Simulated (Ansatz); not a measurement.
# Sc₅As₄ single point

input.yaml (Ansatz 0.2.0)

```yaml
crystal:
  lattice:
    - [0.0, 0.0, 3.561461]
    - [5.087096, -5.087096, 1.78073]
    - [5.087096, 5.087096, -1.78073]
  atoms:
    - { symbol: Sc, position: [0.0, 0.0, 0.0] }
    - { symbol: As, position: [0.284, 0.7678, 0.3358] }
    - { symbol: As, position: [0.0518, 0.6642, 0.7678] }
    - { symbol: As, position: [0.716, 0.2322, 0.6642] }
    - { symbol: As, position: [0.9482, 0.3358, 0.2322] }
    - { symbol: Sc, position: [0.3682, 0.9368, 0.6732] }
    - { symbol: Sc, position: [0.305, 0.3268, 0.9368] }
    - { symbol: Sc, position: [0.6318, 0.0632, 0.3268] }
    - { symbol: Sc, position: [0.695, 0.6732, 0.0632] }
  symmetry: { tolerance: 0.0003 }
kpoints:
  mp_grid: { grid: [7, 7, 7], shift: [0, 0, 0] }
  band_path:
    path:
      - [0.0, 0.0, 0.0]
      - [0.0, 0.0, 0.5]
      - [0.0, 0.5, 0.5]
      - [0.0, 0.0, 0.0]
      - [0.56126699, 0.28063349, -0.28063349]
      - [0.43873301, 0.71936651, 0.28063349]
      - [0.0, 0.5, 0.5]
      - [0.0, 0.0, 0.5]
      - [0.5, 0.25, 0.25]
      - [0.5, 0.5, 0.0]
      - [0.0, 0.0, 0.0]
    npoints: 6
magnetization:
  spin_polarized: false
scf:
  occupations: { method: fermi_dirac }
  lower_state_search: "off"
  max_iter: 200
hamiltonian:
  pseudopotentials: { kind: paw }
  xc: pbe
basis:
  ecutwfc: 420
  fft_grid_basis: typed
output:
  forces: true
  stress: true
  eigenvalues: true
  bader: true
  populations: true
  elf: true
  write_potential: true
  volumetric_format: npy
  dos:
    e_range: [-12, 8]
    de: 0.05
    projected: { site_lists: { As: [As], Sc: [Sc] } }
checkpoint:
  read: saved_state
```

The run starts from an earlier solution of this cell. 

Parts of the output:

```
Pseudopotentials: kind: paw
Pseudopotential: Sc, paw, valence charge 11, recommended cutoff 420 eV (normal), Sc.paw.azcp
Pseudopotential: As, paw, valence charge 15, recommended cutoff 420 eV (normal), As.paw.azcp
Functional definition: PBE
  exchange = pbe_x(kappa = kappa, mu = beta*pi^2/3)
  correlation = pbe_c(beta = beta)
Crystal: 9 atoms, lattice volume = 184.331 Å³
Basis set: ecut = 420 eV, 3557 PW (Γ), exchange–correlation on 48×100×100 points (8 copies of the dense FFT grid, shifted against one another)
Bands: 69, of which v1, the nominal top of the filled ones, is band 58 counted from 1 (57 counted from 0)
Symmetry: 8 space group operations
Space group: I4/m (ITA 87), of the structure as read, at distance tolerance 1.7e-3 Å
k-points: 52 of 343
Initial density: read from a saved state, or passed on in memory by an earlier SCF of this step, an earlier step, the calling program or the single point that the run made first
Functional: x = pbe(κ = 0.804, μ = 0.2195), c = pbe(β = 0.0667)
Free energy (F): -30110.9825 eV
Harris-Foulkes:  -30110.9825 eV  (|F-HF|=3.59e-9)
Internal energy: -30110.7907 eV  (E = F + TS)
E sigma→0 (E₀):  -30110.8866 eV
Entropy (-TS):   -0.1918 eV (-21.309 meV/atom)
Fermi energy:    11.0222 eV
--- Forces (eV/Å), atoms counted from 1 ---
  atom   1  Sc     0.0000     0.0000     0.0000
  atom   2  As     0.2418    -1.0409     0.0000
  atom   3  As     1.0409     0.2418     0.0000
  atom   4  As    -0.2418     1.0409     0.0000
  atom   5  As    -1.0409    -0.2418     0.0000
  atom   6  Sc    -0.5518     0.2043     0.0000
  atom   7  Sc    -0.2043    -0.5518     0.0000
  atom   8  Sc     0.5518    -0.2043     0.0000
  atom   9  Sc     0.2043     0.5518     0.0000
--- Stress (GPa, compression-positive) ---
        4.9084       0.0000       0.0000
        0.0000       4.9084       0.0000
        0.0000       0.0000      13.2399
  P = ⅓ Tr σ = 7.6856 GPa (76.856 kbar)
```

Origin: a known structure type with other elements, at an estimated volume, so it need not be a known compound. Caveats: many states at the Fermi level without spin polarisation, so a magnetic state may lie lower.
